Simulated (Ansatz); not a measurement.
Lu (hcp, Mg type)

```xyz
4
Lattice="7.0142 0.0000 0.0000 -1.7535 3.0372 0.0000 0.0000 0.0000 5.4621" Properties=species:S:1:pos:R:3 pbc="T T T"
Lu     0.0000     2.0248     4.0966
Lu     3.5071     2.0248     4.0966
Lu     1.7535     1.0124     1.3655
Lu     5.2606     1.0124     1.3655
```

The atoms are displaced by Q × the pattern below (from a DFPT mode at M = (0.5, 0.0, 0.0), largest move 1; Q in Å), at fixed cell. (q is in reciprocal vectors of the primitive cell; the cell shown is doubled to hold the pattern.)

```tsv
atom	x	y	z
Lu1	0.000	0.000	1.000
Lu2	0.000	0.000	-1.000
Lu3	0.000	0.000	-1.000
Lu4	0.000	0.000	1.000
```

Method: PBE (plane waves to 420 eV, PAW, scalar-relativistic; Ansatz, a quantum-chemistry and plane-wave program). k mesh 15×15×9 (Γ-centred), Fermi-Dirac smearing 0.05 eV. The energy includes the smearing's −TS. With partly filled bands, energies and forces of such displacements shift with the k mesh and the smearing. Lu is run without spin polarisation. Lu was relaxed with its symmetry unable to fall. The zero of ΔE is the undisplaced structure. The last digit holds for this mesh only.

```
Q (Å)    ΔE (meV/cell)
-------  -------------
-0.2800         1178.9
-0.2333       withheld
-0.1867          531.8
-0.1400          301.9
-0.0933          134.8
-0.0467           33.8
0.0000             0.0
0.0467            33.8
0.0933           134.8
0.1400           301.9
0.1867           531.8
0.2333        withheld
0.2800          1178.9
```

Fit an even polynomial form (powers 2, 4, 6) to the given rows and predict ΔE at Q = 0.2333.

Least squares on the 11 given rows: ΔE = (15610)·Q² + (-12140)·Q⁴ + (62260)·Q⁶, in meV/cell with Q in Å; root-mean-square residual 0.21 meV/cell. At 0.2333 the fit gives 823.7 meV/cell; the calculation gives 823.1 meV/cell, so the interpolation is off by 0.6 (+0.1 %). The quadratic term alone would give 849.6 meV/cell.

(A displaced cell: forces are minus the slopes of the energy, force constants its curvatures, and phonons follow from these.)
